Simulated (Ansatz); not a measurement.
Values for one crystal, relaxed and computed with PBEsol in the plane-wave PAW code Ansatz; other levels are named.

```yaml
volume_per_atom: 14.68 Å³
electronic_character: metallic (no gap)
Bulk modulus (Birch–Murnaghan fit): 381 GPa
Gap with spin–orbit coupling: none (metallic)
Density of states at the Fermi level: 1.0 states/eV per atom (mean over ±0.08 eV)
mechanical_stability: unstable (C has a negative eigenvalue)
Pressure derivative B′: 4.5
```

Which compound is it?
A) Re, bcc (W type)
B) Sn, diamond
C) Ag, bcc (W type)
D) Bi, P4/nmm (Bi on 2c)

A, Re, bcc (W type)

Space group Im-3m (bcc (W type)). The start of the workflow was typed in or built on a structure type; the Crystallography Open Database copy checked does not list it. It is not the phase usual at ambient conditions (space group No. 194). The cell keeps a stress of up to 0.2 GPa. Symmetry was held in the PBEsol relaxation. No spin polarisation was allowed. Spin–orbit coupling is left out wherever it is not named.

Potentials: the later of the program's two PAW sets.
